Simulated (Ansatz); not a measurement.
NaTl4P3: input and output

The input, for Ansatz 0.2.0 (plane waves, PAW):

```yaml
crystal:
  lattice:
    - [2.327285, 4.030968, 0.0]
    - [-2.327285, 4.030968, 0.0]
    - [0.0, -2.687312, 12.227907]
  atoms:
    - { symbol: Na, position: [0.5, 0.5, 0.5] }
    - { symbol: Tl, position: [0.09206, 0.09206, 0.27618] }
    - { symbol: Tl, position: [0.90794, 0.90794, 0.72382] }
    - { symbol: Tl, position: [0.3006, 0.3006, 0.9018] }
    - { symbol: Tl, position: [0.6994, 0.6994, 0.0982] }
    - { symbol: P, position: [0.22599, 0.22599, 0.67797] }
    - { symbol: P, position: [0.77401, 0.77401, 0.32203] }
    - { symbol: P, position: [0.0, 0.0, 0.0] }
  symmetry: { tolerance: 0.0003 }
kpoints:
  mp_grid: { grid: [8, 8, 8], shift: [0, 0, 0] }
  band_path:
    path:
      - [0.0, 0.0, 0.0]
      - [0.0, 0.0, 0.5]
      - [0.3252836, -0.3252836, 0.5]
      - [0.3252836, -0.3494328, 0.1747164]
      - [0.5, 0.0, 0.0]
      - [0.0, 0.0, 0.0]
      - [0.3373582, -0.3373582, 0.0]
      - [0.3252836, -0.3373582, 0.3373582]
      - [0.0, -0.5, 0.5]
      - [0.0, 0.0, 0.0]
    npoints: 6
magnetization:
  spin_polarized: false
scf:
  occupations: { method: fermi_dirac }
  lower_state_search: "off"
  max_iter: 200
hamiltonian:
  pseudopotentials: { kind: paw }
  xc: r2scan
basis:
  ecutwfc: 500
  fft_grid_basis: typed
output:
  forces: true
  stress: true
  eigenvalues: true
  bader: true
  populations: true
  elf: true
  write_potential: true
  volumetric_format: npy
  dos:
    e_range: [-12, 8]
    de: 0.05
    projected: { site_lists: { Na: [Na], P: [P], Tl: [Tl] } }
checkpoint:
  read: saved_state
```

The saved state is an earlier solution for the same cell, perhaps on another mesh. 

Excerpt of what it printed:

```
Warning: crystal.lattice misses the space group found at crystal.symmetry.tolerance 3.0e-4 in a digit that the deck types, which is why this is a warning: making the lattice exact moves one of its numbers by a whole unit of that number's last typed decimal, or more. The operation that it misses by the most changes a squared length by the fraction 3.38e-6.
Pseudopotentials: kind: paw
Pseudopotential: Na, paw, valence charge 9, recommended cutoff 500 eV (meta_gga), Na.paw.azcp
Pseudopotential: Tl, paw, valence charge 13, recommended cutoff 500 eV (meta_gga), Tl.paw.azcp
Pseudopotential: P, paw, valence charge 5, recommended cutoff 500 eV (meta_gga), P.paw.azcp
Functional definition: r2SCAN
  exchange = r2scan_x(k0 = k0, k1 = k1, a1 = a1)
  correlation = r2scan_c
Crystal: 8 atoms, lattice volume = 229.425 Å³
Basis set: ecut = 500 eV, 5865 PW (Γ), exchange–correlation on 144×144×384 points (64 copies of the dense FFT grid, shifted against one another)
Bands: 46, of which v1, the nominal top of the filled ones, is band 38 counted from 1 (37 counted from 0)
Symmetry: 12 space group operations
Space group: R-3m (ITA 166), of the structure as read, at distance tolerance 1.8e-3 Å
k-points: 65 of 512
Initial density: read from a saved state, or passed on in memory by an earlier SCF of this step, an earlier step, the calling program or the single point that the run made first
Functional: x = r2scan, c = r2scan; τ floored in thin density (d = 2e-4 eV/Å³)
SCF iter   1: F=-49599.0437 eV  Δρ=1.41e-3  dr2=4.53e-2  dr2_τ=1.07e-3
SCF iter   2: F=-49599.0815 eV  Δρ=6.30e-4  dr2=1.32e-3  dr2_τ=1.54e-4
SCF iter   3: F=-49599.0817 eV  Δρ=3.80e-4  dr2=6.44e-4  dr2_τ=4.55e-5
SCF iter   4: F=-49599.0820 eV  Δρ=1.08e-4  dr2=6.15e-5  dr2_τ=5.16e-7
SCF iter   5: F=-49599.0820 eV  Δρ=3.74e-5  dr2=6.34e-6  dr2_τ=1.19e-7
SCF iter   6: F=-49599.0820 eV  Δρ=9.82e-6  dr2=3.81e-7  dr2_τ=2.19e-8
SCF iter   7: F=-49599.0820 eV  Δρ=2.06e-6  dr2=1.36e-8  dr2_τ=6.41e-10
Free energy (F): -49599.0820 eV
Harris-Foulkes:  -49599.0820 eV  (|F-HF|=2.80e-9)
Internal energy: -49598.9422 eV  (E = F + TS)
E sigma→0 (E₀):  -49599.0121 eV
Entropy (-TS):   -0.1398 eV (-17.474 meV/atom)
Fermi energy:    6.8232 eV
--- Forces (eV/Å), atoms counted from 1 ---
  atom   1  Na     0.0000     0.0000     0.0000
  atom   2  Tl     0.0000     0.0000     0.0279
  atom   3  Tl     0.0000     0.0000    -0.0279
  atom   4  Tl     0.0000     0.0000     0.7323
  atom   5  Tl     0.0000     0.0000    -0.7323
  atom   6  P      0.0000     0.0000    -0.8229
  atom   7  P      0.0000     0.0000     0.8229
  atom   8  P      0.0000     0.0000     0.0000
--- Stress (GPa, compression-positive) ---
        0.5374       0.0000       0.0000
        0.0000       0.5374       0.0000
        0.0000       0.0000       0.2110
  P = ⅓ Tr σ = 0.4286 GPa (4.286 kbar)
--- Löwdin populations: 8 sites ---
  site symbol       q [e]
     0     Na      8.2829
     1     Tl     12.9754
     2     Tl     12.9754
     3     Tl     12.8732
     4     Tl     12.8732
     5      P      5.3303
     6      P      5.3303
     7      P      5.1390
  spilling = 0.0029 (of n_electrons = 76.0000)
```

Origin: a known structure type with other elements, at an estimated volume, so it need not be a known compound. Caveats: many states at the Fermi level without spin polarisation, so a magnetic state may lie lower.
